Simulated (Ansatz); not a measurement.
LaScO2F:
```xyz
5
Lattice="4.1315 0.0000 0.0000 0.0000 4.1315 0.0000 0.0000 0.0000 4.0318" Properties=species:S:1:pos:R:3 pbc="T T T"
La     2.0657     2.0657     2.0159
Sc     0.0000     0.0000     0.0000
O      2.0657     0.0000     0.0000
O      0.0000     2.0657     0.0000
F      0.0000     0.0000     2.0159
```

Relaxed with r²SCAN. Special points in fractions of this cell's reciprocal vectors: Γ (0.000, 0.000, 0.000); X (0.000, 0.500, 0.000); M (0.500, 0.500, 0.000); Z (0.000, 0.000, 0.500); R (0.000, 0.500, 0.500); A (0.500, 0.500, 0.500).

Task: List the band energies nearest the Fermi level at these points for plane-wave PAW r²SCAN (Ansatz code).

Result: In eV from the Fermi level; about four levels below and three above (degenerate sets whole), none deeper than 8.9 eV; points with the same levels are listed once.

```tsv
k	below	above
Γ	-0.86 -0.33 -0.29 -0.29	0.66 0.73 0.73
X	-6.14 -6.02 -5.30 -0.12	0.30 0.41 0.65 0.65
M	-7.12 -6.80 -6.80 -4.52	0.45 0.45 0.53
Z	-6.55 -4.78 -4.78 -0.03	0.47 0.60 0.60
R	-6.18 -5.71 -5.51 -5.40	0.46 0.53 0.65
A	-5.69 -5.69 -4.45 -0.06	0.54 0.54 0.59
```

Space group P4/mmm. The start of the workflow was typed in or built on a structure type; neither database checked (COD, Materials Project) lists it. Its standing as an ambient phase is unchecked. The cell was relaxed with r²SCAN under the symmetry of its start; its stability against distortions is not shown here. The run is not spin-polarised. The volume moved by -20 % from the start of the relaxation. With an odd number of electrons in the cell and no spin polarisation, the count alone makes it a metal. Spin–orbit coupling is left out wherever it is not named.

Potentials: the earlier of the program's two PAW sets.
